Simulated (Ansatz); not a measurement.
Ni$_{3}$S$_{4}$:
```cif
data_Ni6S8
_chemical_formula_sum 'Ni6 S8'
_space_group_name_H-M_alt 'P 1'
_space_group_IT_number 1
_cell_length_a 6.64121
_cell_length_b 6.64121
_cell_length_c 6.64121
_cell_angle_alpha 60.000
_cell_angle_beta 60.000
_cell_angle_gamma 60.000
loop_
_space_group_symop_operation_xyz
  'x, y, z'
loop_
_atom_site_label
_atom_site_type_symbol
_atom_site_fract_x
_atom_site_fract_y
_atom_site_fract_z
_atom_site_occupancy
Ni1 Ni 0.62500 0.62500 0.12500 1
Ni2 Ni 0.62500 0.12500 0.62500 1
Ni3 Ni 0.62500 0.62500 0.62500 1
Ni4 Ni 0.12500 0.62500 0.62500 1
Ni5 Ni 0.25000 0.25000 0.25000 1
Ni6 Ni 0.00000 0.00000 0.00000 1
S1 S 0.86676 0.86676 0.86676 1
S2 S 0.85029 0.38324 0.38324 1
S3 S 0.86676 0.86676 0.39971 1
S4 S 0.38324 0.85029 0.38324 1
S5 S 0.39971 0.86676 0.86676 1
S6 S 0.38324 0.38324 0.38324 1
S7 S 0.86676 0.39971 0.86676 1
S8 S 0.38324 0.38324 0.85029 1
```

Relaxed with r²SCAN.

Q: Which orbitals make up the states near the Fermi level in r²SCAN (plane waves, PAW; program Ansatz)?

A: Within 0.5 eV of the Fermi level: Ni 3d 47 %, S 3p 46 %. Projections are on Löwdin-orthogonalised atomic valence shells; empty p or d shells of many metals are not among them.

Q: Tabulate the density of states.

A: States/eV per cell of 14 atoms, in 0.25 eV bins, energy from the Fermi level.

| E (eV) | total | Ni 3d | S 3p | Ni 4s |
|---|---|---|---|---|
| -7.85 | 0.71 | 0.09 | 0.50 | 0.10 |
| -7.60 | 1.35 | 0.17 | 0.97 | 0.17 |
| -7.35 | 3.88 | 0.46 | 2.85 | 0.44 |
| -7.10 | 6.82 | 0.83 | 5.02 | 0.75 |
| -6.85 | 11.04 | 1.41 | 7.97 | 1.24 |
| -6.60 | 10.11 | 1.52 | 7.11 | 0.94 |
| -6.35 | 7.30 | 1.27 | 5.49 | 0.29 |
| -6.10 | 10.29 | 2.09 | 7.70 | 0.24 |
| -5.85 | 7.44 | 1.89 | 5.09 | 0.22 |
| -5.60 | 6.16 | 2.06 | 3.83 | 0.12 |
| -5.35 | 10.10 | 3.71 | 5.96 | 0.23 |
| -5.10 | 11.64 | 4.51 | 6.70 | 0.25 |
| -4.85 | 20.34 | 9.04 | 10.77 | 0.27 |
| -4.60 | 28.15 | 14.47 | 13.19 | 0.17 |
| -4.35 | 11.86 | 4.77 | 6.62 | 0.16 |
| -4.10 | 8.99 | 4.29 | 4.29 | 0.15 |
| -3.85 | 4.70 | 2.36 | 2.13 | 0.06 |
| -3.60 | 8.01 | 4.13 | 3.44 | 0.15 |
| -3.35 | 8.87 | 5.12 | 3.31 | 0.17 |
| -3.10 | 13.05 | 9.88 | 2.70 | 0.18 |
| -2.85 | 16.61 | 12.92 | 3.38 | 0.05 |
| -2.60 | 58.88 | 48.08 | 9.28 | 0.55 |
| -2.35 | 11.85 | 10.22 | 1.37 | 0.06 |
| -2.10 | 19.79 | 16.35 | 2.65 | 0.19 |
| -1.85 | 10.32 | 8.14 | 1.65 | 0.11 |
| -1.60 | 12.92 | 9.56 | 2.49 | 0.09 |
| -1.35 | 13.47 | 9.40 | 3.15 | 0.09 |
| -1.10 | 10.52 | 6.78 | 2.99 | 0.07 |
| -0.85 | 6.92 | 4.00 | 2.43 | 0.04 |
| -0.60 | 5.83 | 2.93 | 2.53 | 0.04 |
| -0.35 | 4.84 | 2.23 | 2.32 | 0.03 |
| -0.10 | 5.70 | 2.79 | 2.45 | 0.05 |
| 0.15 | 9.81 | 4.85 | 4.25 | 0.06 |
| 0.40 | 14.15 | 6.41 | 6.95 | 0.06 |
| 0.65 | 9.42 | 3.96 | 4.98 | 0.04 |
| 0.90 | 10.99 | 4.35 | 6.21 | 0.03 |
| 1.15 | 8.69 | 3.31 | 5.09 | 0.03 |
| 1.40 | 10.18 | 3.67 | 6.34 | 0.01 |
| 1.65 | 0.00 | 0.00 | 0.00 | 0.00 |
| 1.90 | 0.00 | 0.00 | 0.00 | 0.00 |
| 2.15 | 0.00 | 0.00 | 0.00 | 0.00 |
| 2.40 | 0.00 | 0.00 | 0.00 | 0.00 |
| 2.65 | 0.00 | 0.00 | 0.00 | 0.00 |
| 2.90 | 0.00 | 0.00 | 0.00 | 0.00 |
| 3.15 | 0.00 | 0.00 | 0.00 | 0.00 |
| 3.40 | 0.00 | 0.00 | 0.00 | 0.00 |
| 3.65 | 0.00 | 0.00 | 0.00 | 0.00 |
| 3.90 | 0.03 | 0.00 | 0.00 | 0.01 |
| 4.15 | 0.56 | 0.03 | 0.08 | 0.21 |
| 4.40 | 1.00 | 0.05 | 0.13 | 0.35 |
| 4.65 | 1.45 | 0.06 | 0.18 | 0.47 |

Space group Fd-3m. The first step of the workflow began from a Materials Project structure, measured or hypothetical; the Crystallography Open Database files this formula in space group No. 227, but the cells were not matched. Whether it is the stable phase at ambient conditions was not checked. Symmetry was held in the r²SCAN relaxation; its stability against distortions is not shown here. The run is not spin-polarised.

Potentials: the later of the program's two PAW sets.
